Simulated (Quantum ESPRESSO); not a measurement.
Field gradients of C from PBE PAW (JTH datasets; density from pw.x of a modified build of Quantum ESPRESSO, gradients reconstructed from it by a script). The input of pw.x:

```
&CONTROL
  calculation = 'scf'
  prefix = 'x'
  pseudo_dir = './pseudo'
  outdir = './out'
  tprnfor = .true.
/
&SYSTEM
  ibrav = 0
  nat = 4
  ntyp = 1
  ecutwfc = 40
  ecutrho = 160
  occupations = 'smearing'
  smearing = 'fd'
  degauss = 0.006
  nbnd = 15
/
&ELECTRONS
  mixing_beta = 0.4
  electron_maxstep = 150
  conv_thr = 1e-10
/
ATOMIC_SPECIES
C 12.011 C.GGA_PBE-JTH.UPF
CELL_PARAMETERS angstrom
    2.467290078590     0.000000000000     0.000000000000
   -1.233645039295     2.136735886565     0.000000000000
    0.000000000000     0.000000000000     7.803070000000
ATOMIC_POSITIONS crystal
C      0.000000000000     0.000000000000     0.250000000000
C      0.000000000000     0.000000000000     0.750000000000
C      0.333333333333     0.666666666667     0.250000000000
C      0.666666666667     0.333333333333     0.750000000000
K_POINTS automatic
18 18 5 0 0 0
```
The cell comes from the Materials Project (a computed structure). It is C in P6₃/mmc. Stability against distortions was not tested. The layers lie 3.9 Å apart; this gap hangs on dispersion, and neither it nor the stacking was checked against the measured crystal.

Vzz is the sum of three terms, each taken along its main axis: the smooth valence density, the ions (nucleus and frozen core) with the augmentation charges of all other spheres, and the all-electron minus smooth density in the atom's own sphere. The split hangs on the datasets.  Cores are frozen. Against all-electron runs on small test molecules, this scheme's |Vzz| missed by +9 % on C.

```csv
site,smooth valence density,ions and other spheres,own sphere,Vzz (a.u.)
"C1 (atoms 1, 2)",0.987,-0.839,___,___
"C2 (atoms 3, 4)",0.986,-0.839,___,___
```

Q: Fill in the missing entries.

A: 
- C1 (atoms 1, 2), own sphere: 0.165
- C1 (atoms 1, 2), Vzz (a.u.): 0.314
- C2 (atoms 3, 4), own sphere: 0.163
- C2 (atoms 3, 4), Vzz (a.u.): 0.310
